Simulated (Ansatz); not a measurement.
ZnS:
```xyz
8
Lattice="3.8354 0.0000 0.0000 -1.9177 3.3216 0.0000 0.0000 0.0000 12.5416" Properties=species:S:1:pos:R:3 pbc="T T T"
Zn     0.0000     0.0000    12.5413
Zn     0.0000     0.0000     6.2705
Zn     0.0000     2.2144     3.1359
Zn     1.9177     1.1072     9.4067
S      0.0000     0.0000     2.3493
S      0.0000     0.0000     8.6201
S      0.0000     2.2144     5.4889
S      1.9177     1.1072    11.7596
```

Relaxed with HSE06.

### Question
Give the Bader charges and basin volumes of the independent atoms, plane-wave PAW HSE06 (Ansatz code).

### Answer


```csv
atom,Bader charge (e),Bader volume (Å³)
Zn1,+0.98,13.1
Zn3,+0.98,13.3
S5,-0.98,26.6
S7,-0.98,26.9
```

Space group P6_3mc (4H polytype). Symmetry was held in the HSE06 relaxation.

Potentials: the later of the program's two PAW sets.
